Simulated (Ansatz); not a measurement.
GdZn (Pm-3m); U = 8 eV on Gd f.

```
Gd Zn
1.0
     3.61800    0.00000    0.00000
     0.00000    3.61800    0.00000
     0.00000    0.00000    3.61800
Gd Zn
1 1
Direct
  0.00000 0.00000 0.00000
  0.50000 0.50000 0.50000
```

Geometry: a structure as deposited in COD; nothing is relaxed.

Functional, mesh and filling: LDA, 11×11×11 k mesh, Fermi–Dirac smearing of 0.05 eV. PAW means Ansatz 0.2.0 on its default frozen-core files. Site moments are integrated in spheres about the atoms. Start moments (μB): Gd1 7. DFT+U (Dudarev's form): U = 8.0 eV on Gd f.

The self-consistent cycle went as follows.

```
iteration  Harris–Foulkes energy less the last (meV)  density residual (eV)  M (μB)  ∫|m| (μB)
        1                                   1032.065                1.3e+00  7.5037     7.5040
        2                                    652.357                5.0e-01  7.5595     7.5598
        3                                   -135.498                3.1e-01  7.6495     7.6502
        4                                     20.965                7.4e-03  7.6641     7.6650
        5                                      0.803                3.7e-03  7.6627     7.6636
        6                                      0.006                1.1e-04  7.6682     7.6693
        7                                      0.002                8.2e-06  7.6695     7.6706
        8                                      0.000                2.3e-06  7.6692     7.6703
        9                                      0.000                7.0e-08  7.6692     7.6703
       10                                      0.000                1.1e-09  7.6692     7.6703
```

Site moments (μB): Gd1 7.28, Zn2 0.06. Cell moment 7.67 μB.

The PAW files were made with PBE; the program remakes their cores once for the run's functional and then keeps them frozen. Spin–orbit coupling is left out although heavy atoms are present. With open f shells a run can end in a state that isn't the lowest. None of this fixes the real material's magnetic order: only patterns that fit the cell were computed, at zero temperature, with a functional that can overstate moments.
